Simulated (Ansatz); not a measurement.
Cs$_{2}$NaScF$_{6}$: from a starting cell to a relaxed one

The start is a relaxed Cs2NaScF6 cell shaken by Gaussian noise of σ = 0.08 Å a coordinate. The structure is fully relaxed (lattice and positions, P = 0) with r2SCAN (plane waves to 500 eV, PAW, scalar-relativistic; Ansatz, a program for electronic structure). The first steps use a coarse 5×5×5 k-mesh.

The start:
```yaml
crystal:
  lattice:
    - [0.00000, 4.41080, 4.41080]
    - [4.41080, 0.00000, 4.41080]
    - [4.41080, 4.41080, 0.00000]
  atoms:
    - { symbol: Cs, position: [0.78500, 0.74190, 0.70509] }
    - { symbol: Cs, position: [0.25985, 0.23204, 0.26204] }
    - { symbol: Na, position: [0.47381, 0.49231, 0.49795] }
    - { symbol: Sc, position: [0.98834, 0.99309, 0.99231] }
    - { symbol: F, position: [0.76761, 0.24699, 0.23530] }
    - { symbol: F, position: [0.22853, 0.75752, 0.79478] }
    - { symbol: F, position: [0.25342, 0.75965, 0.20690] }
    - { symbol: F, position: [0.75409, 0.19540, 0.79045] }
    - { symbol: F, position: [0.20125, 0.25828, 0.76208] }
    - { symbol: F, position: [0.76826, 0.76540, 0.25857] }
```

Q: What is the largest force in the starting geometry, and on which atom (counted from 1)?

A: 2.48 eV/Å, on Sc4 (atoms numbered as listed).

Q: By how much does the energy per atom fall from start to end?

A: 0.052 eV/atom.

Q: Is the parent structure recovered?

A: It relaxes back to the parent, Fm-3m (No. 225).

Q: How do the shortest distances between atoms change?

A: The closest pairs of elements (up to four, under 3.6 Å), start → end: F–Sc 1.92 → 2.03 Å; F–Na 2.24 → 2.38 Å; F–F 2.66 → 2.87 Å; Cs–F 2.77 → 3.12 Å.

Final values are on a 7×7×7 k-mesh of the relaxed cell. No spin polarisation in the result.

The cell that was disturbed is our relaxation of an entry of Materials Project.
